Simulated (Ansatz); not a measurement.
Relaxed GaN (zinc blende):

```xyz
4
Lattice="0.0000 4.5485 4.5485 2.2743 0.0000 2.2743 2.2743 2.2743 0.0000" Properties=species:S:1:pos:R:3 pbc="T T T"
N      3.4114     3.4114     3.4114
N      3.4114     5.6856     5.6856
Ga     0.0000     0.0000     0.0000
Ga     2.2743     4.5485     2.2743
```

The atoms are displaced by Q × the pattern below (from a DFPT mode at L = (0.5, 0.0, 0.0), largest move 1; Q in Å), at fixed cell. It is one choice among 2 degenerate patterns. (q is in reciprocal vectors of the primitive cell; the cell shown is doubled to hold the pattern.)

| atom | x | y | z |
|---|---|---|---|
| N1 | -0.285 | 0.520 | -0.805 |
| N2 | 0.285 | -0.520 | 0.805 |
| Ga3 | -0.046 | 0.083 | -0.129 |
| Ga4 | 0.046 | -0.083 | 0.129 |

Calculation: PBE (plane waves to 420 eV, PAW, scalar-relativistic; Ansatz, a program for electronic structure). k mesh 6×12×12 (Γ-centred), Fermi-Dirac smearing 0.05 eV. E stands for the smeared free energy. GaN was relaxed with its symmetry unable to fall. ΔE is measured from the undisplaced structure.

```tsv
Q (Å)	ΔE (meV/cell)
-0.2800	1434
-0.2333	withheld
-0.1867	608
-0.1400	337
-0.0933	148
-0.0467	37
0.0000	0
0.0467	37
0.0933	148
0.1400	337
0.1867	608
0.2333	withheld
0.2800	1434
```

Task: Fit an even polynomial form (powers 2, 4) to the given rows and predict ΔE at Q = 0.2333.

Result: Least squares on the 11 given rows: ΔE = (16790)·Q² + (19080)·Q⁴, in meV/cell with Q in Å; root-mean-square residual 0.4 meV/cell. At 0.2333 the fit gives 970 meV/cell; the calculation gives 971 meV/cell, so the interpolation is off by -1 (-0.1 %). The quadratic term alone would give 914 meV/cell.

(A displaced cell: forces are minus the slopes of the energy, force constants its curvatures, and phonons follow from these.)
